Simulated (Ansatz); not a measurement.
# Computed properties of Mg

Mg:
```yaml
crystal:
  lattice:
    - [5.06912, 0.00000, 0.00000]
    - [-2.53456, 4.38998, 0.00000]
    - [0.00000, 0.00000, 3.07308]
  atoms:
    - { symbol: Mg, position: [0.00000, 0.00000, 0.00000] }
    - { symbol: Mg, position: [0.33333, 0.66667, 0.50000] }
    - { symbol: Mg, position: [0.66667, 0.33333, 0.50000] }
```

Space group P6/mmm (No. 191); conventional cell a = b = 5.069 Å, c = 3.073 Å, α = β = 90.00°, γ = 120.00°.

Method: DFT-PBEsol in the program Ansatz with PAW potentials. Structure relaxed to zero pressure with the same functional. Other levels are named where they apply.

### Cell and energy

```json
{
 "volume_per_atom": "22.80 Å³",
 "density": "1.77 g/cm³"
}
```

### Electronic structure

```json
{
  "electronic_character": "metallic (no gap)",
  "Density of states at the Fermi level": "0.42 states/eV per atom (mean over ±0.08 eV)"
}
```

### Mechanics

```json
{
 "Bulk modulus (Birch–Murnaghan fit)": "35.5 GPa",
 "Pressure derivative B′": "4.0",
 "Elastic constants (relaxed ions, GPa)": "C11 = 63.1, C12 = 31.9, C13 = 13.1, C33 = 77.0, C44 = 6.0",
 "mechanical_stability": "stable (all eigenvalues of C positive)",
 "hill_bulk_and_shear_moduli": "35.5 and 12.7 GPa",
 "Young's modulus": "34.0 GPa",
 "Poisson's ratio": "0.34",
 "debye_temperature_from_the_elastic_constants": "315 K"
}
```

### Phonons

```json
{
 "highest_zone_centre_frequency": "251 cm⁻¹",
 "zone_centre_stability": "unstable, softest mode 90i cm⁻¹"
}
```

The cell is a constructed one: a structure type filled with these elements; the Crystallography Open Database copy checked does not list it. It is not the phase usual at ambient conditions (space group No. 194). Symmetry was held in the PBEsol relaxation. As this level gives no gap, shear constants depend on the k-mesh and smearing (Fermi–Dirac, 0.1 eV here). As this level gives no gap, phonon frequencies hold no LO–TO term and depend on the k-mesh and smearing (Fermi–Dirac, 0.1 eV here). Axis ratios of metals converge slowly with the k-mesh, so a and c are less sure than the volume.

Potentials: the later of the program's two PAW sets.
